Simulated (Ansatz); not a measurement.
Mg:
```yaml
crystal:
  lattice:
    - [3.19251, 0.00000, 0.00000]
    - [-1.59626, 2.76480, 0.00000]
    - [0.00000, 0.00000, 10.25190]
  atoms:
    - { symbol: Mg, position: [0.00000, 0.00000, 0.00000] }
    - { symbol: Mg, position: [0.00000, 0.00000, 0.50000] }
    - { symbol: Mg, position: [0.33333, 0.66667, 0.25000] }
    - { symbol: Mg, position: [0.66667, 0.33333, 0.75000] }
```

Relaxed with r²SCAN. Special points in fractions of this cell's reciprocal vectors: Γ (0.000, 0.000, 0.000); M (0.500, 0.000, 0.000); K (0.333, 0.333, 0.000); A (0.000, 0.000, 0.500); L (0.500, 0.000, 0.500); H (0.333, 0.333, 0.500).

### Question
List the band energies nearest the Fermi level at these points for r²SCAN in the plane-wave PAW code Ansatz.

### Answer
In eV from the Fermi level; about four levels below and three above (degenerate sets whole), none deeper than 8.9 eV; points with the same levels are listed once.

| k | below | above |
|---|---|---|
| Γ | -5.94 -5.93 -1.86 -1.08 | 5.60 5.61 11.66 11.66 |
| M | -1.26 -1.16 -0.51 -0.43 | 2.93 3.07 3.83 |
| K | -0.76 -0.76 -0.63 | 0.14 0.34 0.34 |
| A | -7.07 -7.07 -4.07 -4.07 | 1.78 1.78 9.91 9.91 |
| L | -2.11 -2.11 -1.86 -1.86 | 0.74 0.74 1.24 1.24 |
| H | -0.34 -0.34 -0.21 -0.21 | 2.05 2.05 2.98 2.98 |

Space group P6_3/mmc (dhcp (α-La type)). The first step of the workflow began from a Materials Project structure, measured or hypothetical. Its sites differ from those of the usual phase in this space group: another stacking or structure type. The cell was relaxed with r²SCAN under the symmetry of its start; whether a distortion lowers the energy is not shown.

Potentials: the later of the program's two PAW sets.
